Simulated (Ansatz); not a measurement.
Property card for MgCd₃Te₄

Method: Ansatz 0.2.0, DFT PBE, scalar-relativistic, plane waves, PAW.

Settings: cutoff 420 eV, Γ-centred mesh 6×6×6 on the computed 8-atom cell, Gaussian smearing of 0.02 eV; no spin polarisation.

The structure is relaxed at this level of theory with its symmetry kept, and needn't be the ground state of this composition.

```
Mg Cd Te
1.0
    -3.29532    3.29532    6.59047
     3.29532   -3.29532    6.59047
     3.29532    3.29532   -6.59047
Mg Cd Te
1 3 4
Direct
  0.00000 0.00000 0.00000
  0.75000 0.25000 0.50000
  0.50000 0.50000 0.00000
  0.25000 0.75000 0.50000
  0.87660 0.37064 0.00000
  0.62936 0.62936 0.50596
  0.37064 0.87660 0.00000
  0.12340 0.12340 0.49404
```

```json
{"Space group": "I-42m (No. 121)", "Volume per atom": "35.78 Å³", "Formation energy from the elements' standard states (uncorrected)": "-0.567 eV/atom", "Kohn–Sham band gap": "1.02 eV", "Orbital (Löwdin) character of the top 1 eV of the valence band": "Te 5p 93 %", "Orbital (Löwdin) character of the lowest 1 eV of the conduction band": "Cd 5s 46 %, Te 5p 26 %, Te 5s 15 %, Mg 3s 9 %, unprojected 5 %", "Electronic dielectric constant xx, yy, zz (independent particles)": "8.2, 8.2, 8.2", "Bader charge by site (e)": "Mg (1 in the cell) 1.53, Cd (2 in the cell) 0.53, Cd (1 in the cell) 0.53, Te (4 in the cell) -0.78"}
```

Spin-orbit coupling is left out, which matters for the bands of heavy elements.

The cell was found from a structure generator's guess, not taken from experiment. Kohn–Sham gaps at this level usually fall short of measured ones. Löwdin shares on free-atom orbitals overweight diffuse shells in the empty bands.
